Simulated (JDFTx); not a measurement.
System: ethoxide, C2H5O (SMILES CC[O-]), charge -1, multiplicity 1; geometry: optimised with GFN2-xTB in vacuum (no frequencies checked; largest PBE force component 1.5 eV/Å). Coordinates in Å:
```xyz
8

C     -0.878    -0.048     0.000
C      0.700    -0.090     0.000
O      1.300     1.058    -0.001
H     -1.300    -1.058    -0.005
H     -1.230     0.481     0.885
H     -1.228     0.489    -0.881
H      0.957    -0.770    -0.906
H      0.958    -0.770     0.906
```

All numbers are PBE, GBRV ultrasoft potentials, plane waves to 20/100 Ha results from a modified build of JDFTx, not measurements. Liquid: CANDLE, water, 1 M KF. The liquid run sits in a periodic box with 4.5 Å from the outermost atoms to the faces; the vacuum run is isolated. ΔG_solv is the difference of the two single-point energies, liquid minus vacuum; no corrections are added.

In vacuum PBE puts this anion's highest level above zero (1.2 eV), so the vacuum reference depends somewhat on the box. Single-ion values refer to zero potential in the bulk liquid, with no surface-potential term, and depend on the box by about 0.1 eV.

| Item | Value |
|---|---|
| solvation energy | -334 kJ/mol |
| highest occupied level in the liquid (zero: bulk electrolyte) | -4.91 eV |
| volume of the model's cavity | 156.2 Å³ |
| rough cost, vacuum and liquid run | 5 min and 5 min of core time |
